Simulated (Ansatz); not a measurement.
This run works on a generated trial structure, not on a known crystal.

Input and command of a plane-wave DFT calculation in Ansatz:

```yaml
crystal:
  lattice:
    - [4.79815309, 0.0, 0.0]
    - [0.0, 4.79815309, 0.0]
    - [0.0, 0.0, 4.6751324]
  atoms:
    - { symbol: Sc, position: [0.0, 0.0, 0.24200997] }
    - { symbol: Ti, position: [0.5, 0.5, 0.26892729], spin: 1.0 }
    - { symbol: F, position: [0.72735635, 0.72735635, 0.729735] }
    - { symbol: F, position: [0.27264365, 0.27264365, 0.729735] }
    - { symbol: F, position: [0.27264365, 0.72735635, 0.729735] }
    - { symbol: F, position: [0.72735635, 0.27264365, 0.729735] }
    - { symbol: F, position: [0.5, 0.5, 0.83666737] }
basis:
  ecutwfc: 420
kpoints:
  mp_grid: { grid: [3, 3, 3] }
hamiltonian:
  xc: pbe
scf:
  occupations: { method: gaussian, width: 0.15 }
  lower_state_search: "off"
output:
  forces: true
  stress: true
  eigenvalues: true
  populations: true
magnetization:
  spin_polarized: true
relax:
  adjacent_minimum: "off"
  f_tol: 0.08
  max_steps: 16
  cell: { stress_tol: 0.8 }
```

```bash
ansatz run input.yaml --threads 1 --pin off --max-ram 2560MiB --backend cpu --events-out ev --progress --plain --runs-dir out
```

Processor: Intel(R) Xeon(R) Platinum 8488C (Sapphire Rapids), 1 thread, on a host shared with other jobs.

Question: How long does it run, and how much memory does it take?

Answer: About 120 s, peak memory 0.42 GiB. It solves 37 bands at 6 k points (after reduction by symmetry) with about 2449 plane waves (on the last cell), in 222 SCF iterations over 16 ionic steps.
